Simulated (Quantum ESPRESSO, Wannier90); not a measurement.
## Tight-binding from DFT: Te₂Mo (P6₃/mmc, 2Hc stacking as in molybdenite)

```
CELL_PARAMETERS angstrom
      3.56565     0.00000     0.00000
     -1.78282     3.08794     0.00000
      0.00000     0.00000    14.64778
ATOMIC_POSITIONS crystal
  Te 0.33333 0.66667 0.62782
  Te 0.66667 0.33333 0.37218
  Te 0.66667 0.33333 0.12782
  Te 0.33333 0.66667 0.87218
  Mo 0.33333 0.66667 0.25000
  Mo 0.66667 0.33333 0.75000
```

Structure: Materials Project mp-602, symmetrised, not relaxed again. COD (Crystallography Open Database) has the formula in 2 space groups, this one among them (matched by group alone). Level: PBEsol, no spin polarisation, no spin-orbit coupling; pw.x of Quantum ESPRESSO at 66 Ry with PseudoDojo potentials, 4×4×4 k-points, Wannier90. Density: 12×12×2 mesh, Gaussian smearing 0.01 Ry. The cell is built of weakly bound layers, chains or molecules, whose nearest atoms lie 4.27 Å apart. Database cells relaxed without dispersion often hold them too far apart, which can enlarge gaps and weakens couplings between them; spacing and stacking were not compared with the measured crystal. Spin-orbit coupling is left out although heavy elements are present.

The plane-wave run has 78 bands and 92 electrons a cell. On the energy scale of pw.x, whose zero is arbitrary, the valence-band maximum lies at 11.29 eV.

Isolated groups of bands, relative to the valence-band maximum (bands from 47 on overlap up to the last one computed):

```json
[
 {"bands": "1–2", "from (eV)": "-60.70", "to (eV)": "-60.69", "filling": "filled", "weight on atomic waves": "Mo 4s 97 %"},
 {"bands": "3–22", "from (eV)": "-36.55", "to (eV)": "-36.44", "filling": "filled", "weight on atomic waves": "Te 4d 100 %"},
 {"bands": "23–28", "from (eV)": "-34.87", "to (eV)": "-34.74", "filling": "filled", "weight on atomic waves": "Mo 4p 98 %"},
 {"bands": "29–32", "from (eV)": "-12.74", "to (eV)": "-10.21", "filling": "filled", "weight on atomic waves": "Te 5s 80 %, Mo 4d 8 %, Mo 5s 8 %"},
 {"bands": "33–46", "from (eV)": "-5.52", "to (eV)": "0.00", "filling": "filled", "weight on atomic waves": "Te 5p 56 %, Mo 4d 37 %"}
]
```

Input w.win, without the blocks of cell, atoms and k-points (64 lines):

```
num_bands = 50
num_wann = 34
exclude_bands = 1-28
num_iter = 1000
conv_tol = 1.0e-6
conv_window = 4
dis_num_iter = 1000
dis_conv_tol = 1.0e-6
dis_froz_max = 20.83
write_hr = true
write_u_matrices = true
begin projections
f=0.31750,-0.34281,-0.37157: s;p
f=-0.34629,0.33515,0.37185: s;p
f=-0.32167,0.33507,0.12567: s;p
f=0.34641,-0.32511,-0.12979: s;p
f=0.33406,-0.32271,0.25232: s;p;d
f=-0.33444,0.34439,-0.25190: s;p;d
end projections
mp_grid = 4 4 4
```

wannier90.x stops with:
```
dis_windows: More states in the frozen window than target WFs
```
At some k-point more bands lie below dis_froz_max than there are Wannier functions, and every frozen state has to fit into the subspace. Mended as below, all else unchanged, the run goes through (Ω_I = 51.7 Å²) and follows the plane-wave bands to 59 meV rms (states up to 1.9 eV relative to the valence-band maximum).
```
dis_froz_max = 13.69
```
